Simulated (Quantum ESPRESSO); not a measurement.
# GaHf3O7F: one run as intended and one with a planted mistake

Simulated, not a measurement. The program is pw.x of Quantum ESPRESSO 7.5 (plane-wave density functional theory). The cell is made up: 12 atoms on a rutile lattice, with randomly drawn elements, strain and displacements, not relaxed. PseudoDojo standard norm-conserving files (v0.5 for PBE, v0.4.1 for LDA and PBEsol) set the functional; there is no spin polarisation, spin-orbit coupling or dispersion term, and the masses in the input are unused placeholders.

The hafnium pseudopotential is less sure than the others, with forces about 3 percent (worst 6) and pressure in oxides about 1.5 GPa (worst 2.7) from a second method in checks, which no rerun with the same files tests.

Intended input:

```
&control calculation='scf', pseudo_dir='./dojo.nc.sr.pbe.v0_5.standard.upf', outdir='./o', disk_io='low', tprnfor=.true., tstress=.true. /
&system ibrav=0, nat=12, ntyp=4, nbnd=55, ecutwfc=84.00895049, nosym=.true., tot_charge=0,
 occupations='smearing', smearing='fd', degauss=0.0018374661
/
&electrons conv_thr=7.350e-09, electron_maxstep=60, /
ATOMIC_SPECIES
F 1.0 F.upf
Ga 1.0 Ga.upf
Hf 1.0 Hf.upf
O 1.0 O.upf
CELL_PARAMETERS angstrom
4.8341 -0.0681 -0.0067
-0.0681 4.8137 0.0345
-0.0088 0.0456 6.3074
ATOMIC_POSITIONS angstrom
Ga 0.0117 -0.0858 0.0185
Hf 2.4312 2.3341 1.5292
Hf -0.0511 0.1435 3.18
Hf 2.3902 2.4418 4.7289
O 1.4608 1.4456 0.079
O 3.2507 3.259 -0.0236
O 3.8926 0.9308 1.5828
O 1.0342 3.8767 1.696
O 1.5461 1.4513 3.1511
O 3.3592 3.2936 3.1511
O 3.8818 0.9596 4.8368
F 0.9251 3.9678 4.6996
K_POINTS automatic
5 5 4 1 1 1
```

The log is shortened where brackets say so; the opening notice, blank lines, dates and the lines on written files are dropped, and the path of the files is cut. It prints rydbergs, bohrs and kilobars, and counts compression as positive stress. Where no state is partly filled, the Fermi energy that it prints is only some level between the filled and the empty states on the mesh, and need not lie in the true gap.

Log of the intended run:

```
     Program PWSCF v.7.5
     Parallel version (MPI & OpenMP), running on       4 processor cores
     Number of MPI processes:                 4
     Threads/MPI process:                     1
     [start-up lines left out]
     bravais-lattice index     =            0
     lattice parameter (alat)  =       9.1360  a.u.
     unit-cell volume          =     990.2203 (a.u.)^3
     number of atoms/cell      =           12
     number of atomic types    =            4
     number of electrons       =        98.00
     number of Kohn-Sham states=           55
     kinetic-energy cutoff     =      84.0090  Ry
     charge density cutoff     =     336.0358  Ry
     scf convergence threshold =      7.3E-09
     mixing beta               =       0.7000
     number of iterations used =            8  plain     mixing
     Exchange-correlation= PBE
                           (   1   4   3   4   0   0   0)
     [axes and pseudopotential details left out]
   Cartesian axes
     site n.     atom                  positions (alat units)
         1        Ga     tau(   1) = (   0.0024201  -0.0177471   0.0038266  )
         2        Hf     tau(   2) = (   0.5028767   0.4827923   0.3163043  )
         3        Hf     tau(   3) = (  -0.0105697   0.0296820   0.6577608  )
         4        Hf     tau(   4) = (   0.4943962   0.5050693   0.9781399  )
         5        O      tau(   5) = (   0.3021563   0.2990123   0.0163406  )
         6        O      tau(   6) = (   0.6723846   0.6741014  -0.0048815  )
         7        O      tau(   7) = (   0.8051571   0.1925295   0.3273911  )
         8        O      tau(   8) = (   0.2139170   0.8018683   0.3508058  )
         9        O      tau(   9) = (   0.3198000   0.3001913   0.6517830  )
        10        O      tau(  10) = (   0.6948271   0.6812582   0.6517830  )
        11        O      tau(  11) = (   0.8029232   0.1984866   1.0004583  )
        12        F      tau(  12) = (   0.1913505   0.8207117   0.9720794  )
     number of k points=    50  Fermi-Dirac smearing, width (Ry)=  0.0018
                       cart. coord. in units 2pi/alat
        k(    1) = (   0.1015675   0.1011883   0.0952219), wk =   0.0400000
        k(    2) = (   0.1018138   0.0998183   0.2868557), wk =   0.0400000
     [further k points left out]
     Dense  grid:   103023 G-vectors     FFT dimensions: (  54,  54,  72)
     Estimated max dynamical RAM per process >     318.89 MB
     Estimated total dynamical RAM >       1.17 GB
     Initial potential from superposition of free atoms
     starting charge      97.9917, renormalised to      98.0000
     Starting wfcs are   71 randomized atomic wfcs
     total cpu time spent up to now is       10.6 secs
     per-process dynamical memory:   251.6 Mb
     Self-consistent Calculation
     iteration #  1     ecut=    84.01 Ry     beta= 0.70
     Davidson diagonalization with overlap
     ethr =  1.00E-02,  avg # of iterations =  2.0
     total cpu time spent up to now is       27.2 secs
     total energy              =    -771.61349877 Ry
     estimated scf accuracy    <       4.06335675 Ry
     iteration #  2     ecut=    84.01 Ry     beta= 0.70
     Davidson diagonalization with overlap
     ethr =  4.15E-03,  avg # of iterations =  3.9
     total cpu time spent up to now is       47.2 secs
     total energy              =    -771.98115891 Ry
     estimated scf accuracy    <       7.64360510 Ry
     [iterations 3 to 12 left out]
     iteration # 13     ecut=    84.01 Ry     beta= 0.70
     Davidson diagonalization with overlap
     ethr =  2.71E-10,  avg # of iterations =  2.0
     total cpu time spent up to now is      260.2 secs
     total energy              =    -773.61241121 Ry
     estimated scf accuracy    <       0.00000001 Ry
     iteration # 14     ecut=    84.01 Ry     beta= 0.70
     Davidson diagonalization with overlap
     ethr =  1.10E-11,  avg # of iterations =  5.0
     total cpu time spent up to now is      287.0 secs
     End of self-consistent calculation
     [lines on levels left out]
     the Fermi energy is    10.8894 ev
!    total energy              =    -773.61241122 Ry
     estimated scf accuracy    <          7.2E-09 Ry
     smearing contrib. (-TS)   =      -0.00000000 Ry
     internal energy E=F+TS    =    -773.61241122 Ry
     The total energy is F=E-TS. E is the sum of the following terms:
     one-electron contribution =    -222.89564855 Ry
     hartree contribution      =     170.41506476 Ry
     xc contribution           =    -197.68975915 Ry
     ewald contribution        =    -523.44206827 Ry
     convergence has been achieved in  14 iterations
     Forces acting on atoms (cartesian axes, Ry/au):
     atom    1 type  2   force =    -0.02587310    0.06261038    0.09969637
     atom    2 type  3   force =    -0.02307072    0.01953685    0.03573165
     atom    3 type  3   force =    -0.04008551    0.02748317   -0.12483855
     atom    4 type  3   force =     0.04589233   -0.09085626    0.00292326
     atom    5 type  4   force =    -0.05293956   -0.04624800   -0.08058087
     atom    6 type  4   force =     0.09572493    0.09100600   -0.02338619
     atom    7 type  4   force =     0.04412930   -0.04686715    0.00087242
     atom    8 type  4   force =    -0.06635865    0.03408453   -0.02552153
     atom    9 type  4   force =    -0.04260687   -0.02477122    0.04445625
     atom   10 type  4   force =     0.02734616    0.02952769    0.04294649
     atom   11 type  4   force =     0.02771822   -0.03401009   -0.01053232
     atom   12 type  1   force =     0.01012347   -0.02149589    0.03823301
     Total force =     0.311056     Total SCF correction =     0.000176
     Computing stress (Cartesian axis) and pressure
          total   stress  (Ry/bohr**3)                   (kbar)     P=       50.74
   0.00019466   0.00008664   0.00007251           28.64       12.75       10.67
   0.00008664   0.00023217  -0.00002716           12.75       34.15       -4.00
   0.00007251  -0.00002716   0.00060787           10.67       -4.00       89.42
     init_run     :      9.70s CPU     10.33s WALL (       1 calls)
     electrons    :    273.59s CPU    276.40s WALL (       1 calls)
     forces       :      4.06s CPU      4.15s WALL (       1 calls)
     stress       :     13.09s CPU     13.60s WALL (       1 calls)
     [timing details left out]
     PWSCF        :   5m 0.93s CPU   5m 5.13s WALL
     JOB DONE.
```

A second run has one planted mistake: the cell and the positions are scaled by a wrong factor. The input lines that differ, file-writing options aside:

```
- 4.8341 -0.0681 -0.0067
+ 4.7911 -0.0675 -0.0066
- -0.0681 4.8137 0.0345
+ -0.0675 4.7709 0.0342
- -0.0088 0.0456 6.3074
+ -0.0087 0.0452 6.2513
- Ga 0.0117 -0.0858 0.0185
+ Ga 0.0116 -0.085 0.0183
- Hf 2.4312 2.3341 1.5292
+ Hf 2.4096 2.3133 1.5156
- Hf -0.0511 0.1435 3.18
+ Hf -0.0506 0.1422 3.1517
- Hf 2.3902 2.4418 4.7289
+ Hf 2.3689 2.4201 4.6868
- O 1.4608 1.4456 0.079
+ O 1.4478 1.4327 0.0783
- O 3.2507 3.259 -0.0236
+ O 3.2218 3.23 -0.0234
- O 3.8926 0.9308 1.5828
+ O 3.858 0.9225 1.5687
- O 1.0342 3.8767 1.696
+ O 1.025 3.8422 1.6809
- O 1.5461 1.4513 3.1511
+ O 1.5323 1.4384 3.1231
- O 3.3592 3.2936 3.1511
+ O 3.3293 3.2643 3.1231
- O 3.8818 0.9596 4.8368
+ O 3.8473 0.9511 4.7938
- F 0.9251 3.9678 4.6996
+ F 0.9169 3.9325 4.6578
```

Its log:

```
     Program PWSCF v.7.5
     Parallel version (MPI & OpenMP), running on       4 processor cores
     Number of MPI processes:                 4
     Threads/MPI process:                     1
     [start-up lines left out]
     bravais-lattice index     =            0
     lattice parameter (alat)  =       9.0548  a.u.
     unit-cell volume          =     964.0348 (a.u.)^3
     number of atoms/cell      =           12
     number of atomic types    =            4
     number of electrons       =        98.00
     number of Kohn-Sham states=           55
     kinetic-energy cutoff     =      84.0090  Ry
     charge density cutoff     =     336.0358  Ry
     scf convergence threshold =      7.3E-09
     mixing beta               =       0.7000
     number of iterations used =            8  plain     mixing
     Exchange-correlation= PBE
                           (   1   4   3   4   0   0   0)
     [axes and pseudopotential details left out]
   Cartesian axes
     site n.     atom                  positions (alat units)
         1        Ga     tau(   1) = (   0.0024209  -0.0177395   0.0038192  )
         2        Hf     tau(   2) = (   0.5028821   0.4827844   0.3163049  )
         3        Hf     tau(   3) = (  -0.0105602   0.0296771   0.6577580  )
         4        Hf     tau(   4) = (   0.4943881   0.5050735   0.9781325  )
         5        O      tau(   5) = (   0.3021550   0.2990037   0.0163412  )
         6        O      tau(   6) = (   0.6723878   0.6740991  -0.0048836  )
         7        O      tau(   7) = (   0.8051624   0.1925252   0.3273868  )
         8        O      tau(   8) = (   0.2139169   0.8018649   0.3508029  )
         9        O      tau(   9) = (   0.3197901   0.3001933   0.6517892  )
        10        O      tau(  10) = (   0.6948230   0.6812575   0.6517892  )
        11        O      tau(  11) = (   0.8029293   0.1984940   1.0004633  )
        12        F      tau(  12) = (   0.1913565   0.8207105   0.9720802  )
     number of k points=    50  Fermi-Dirac smearing, width (Ry)=  0.0018
                       cart. coord. in units 2pi/alat
        k(    1) = (   0.1015668   0.1011879   0.0952214), wk =   0.0400000
        k(    2) = (   0.1018115   0.0998176   0.2868550), wk =   0.0400000
     [further k points left out]
     Dense  grid:   100321 G-vectors     FFT dimensions: (  54,  54,  72)
     Estimated max dynamical RAM per process >     311.23 MB
     Estimated total dynamical RAM >       1.14 GB
     Initial potential from superposition of free atoms
     starting charge      97.9917, renormalised to      98.0000
     Starting wfcs are   71 randomized atomic wfcs
     total cpu time spent up to now is       10.8 secs
     per-process dynamical memory:   238.3 Mb
     Self-consistent Calculation
     iteration #  1     ecut=    84.01 Ry     beta= 0.70
     Davidson diagonalization with overlap
     ethr =  1.00E-02,  avg # of iterations =  2.0
     total cpu time spent up to now is       29.2 secs
     total energy              =    -771.64617911 Ry
     estimated scf accuracy    <       4.00966239 Ry
     iteration #  2     ecut=    84.01 Ry     beta= 0.70
     Davidson diagonalization with overlap
     ethr =  4.09E-03,  avg # of iterations =  3.6
     total cpu time spent up to now is       51.1 secs
     total energy              =    -772.13989383 Ry
     estimated scf accuracy    <       6.87733394 Ry
     [iterations 3 to 11 left out]
     iteration # 12     ecut=    84.01 Ry     beta= 0.70
     Davidson diagonalization with overlap
     ethr =  5.02E-10,  avg # of iterations =  4.1
     total cpu time spent up to now is      278.7 secs
     total energy              =    -773.59796007 Ry
     estimated scf accuracy    <       0.00000026 Ry
     iteration # 13     ecut=    84.01 Ry     beta= 0.70
     Davidson diagonalization with overlap
     ethr =  2.65E-10,  avg # of iterations =  2.0
     total cpu time spent up to now is      296.6 secs
     End of self-consistent calculation
     [lines on levels left out]
     the Fermi energy is    11.4281 ev
!    total energy              =    -773.59796011 Ry
     estimated scf accuracy    <          6.1E-09 Ry
     smearing contrib. (-TS)   =      -0.00000000 Ry
     internal energy E=F+TS    =    -773.59796011 Ry
     The total energy is F=E-TS. E is the sum of the following terms:
     one-electron contribution =    -215.99634932 Ry
     hartree contribution      =     168.46866990 Ry
     xc contribution           =    -197.93108482 Ry
     ewald contribution        =    -528.13919587 Ry
     convergence has been achieved in  13 iterations
     Forces acting on atoms (cartesian axes, Ry/au):
     atom    1 type  2   force =    -0.02532032    0.06245880    0.10255354
     atom    2 type  3   force =    -0.02324492    0.02224103    0.04159528
     atom    3 type  3   force =    -0.04181455    0.02733326   -0.12719345
     atom    4 type  3   force =     0.04219807   -0.09371849    0.00171836
     atom    5 type  4   force =    -0.06421483   -0.05678843   -0.08697692
     atom    6 type  4   force =     0.10874242    0.10462137   -0.02320361
     atom    7 type  4   force =     0.04664783   -0.04915376   -0.00748119
     atom    8 type  4   force =    -0.06905650    0.03696828   -0.02803327
     atom    9 type  4   force =    -0.04572731   -0.03002385    0.04530356
     atom   10 type  4   force =     0.03251913    0.03266763    0.04212105
     atom   11 type  4   force =     0.02745243   -0.03377478   -0.00456910
     atom   12 type  1   force =     0.01181854   -0.02283107    0.04416574
     Total force =     0.332156     Total SCF correction =     0.000225
     Computing stress (Cartesian axis) and pressure
          total   stress  (Ry/bohr**3)                   (kbar)     P=      112.29
   0.00056543   0.00009742   0.00009385           83.18       14.33       13.81
   0.00009742   0.00060369  -0.00002852           14.33       88.81       -4.20
   0.00009385  -0.00002852   0.00112083           13.81       -4.20      164.88
     init_run     :      9.90s CPU     10.65s WALL (       1 calls)
     electrons    :    283.80s CPU    285.79s WALL (       1 calls)
     forces       :      4.24s CPU      4.25s WALL (       1 calls)
     stress       :     14.59s CPU     14.60s WALL (       1 calls)
     [timing details left out]
     PWSCF        :   5m12.90s CPU   5m15.79s WALL
     JOB DONE.
```

|  | intended run | run with the mistake |
| --- | --- | --- |
| free energy (eV) | -10525.533 | -10525.336 |
| smearing term -TS (eV) | 0.0000 | 0.0000 |
| pressure (GPa) | 5.07 | 11.23 |
| largest force component (eV/Å) | 3.210 | 3.270 |
| largest change of a force component (eV/Å) |  | 0.350 |
| iterations | 14 | 13 |

For scale, a rerun of the intended cell at a cutoff of 1437 eV and k mesh 7 x 7 x 6 moved values by no more than 0.004 eV in energy, 0.03 GPa in stress and 0.003 eV/Å in force.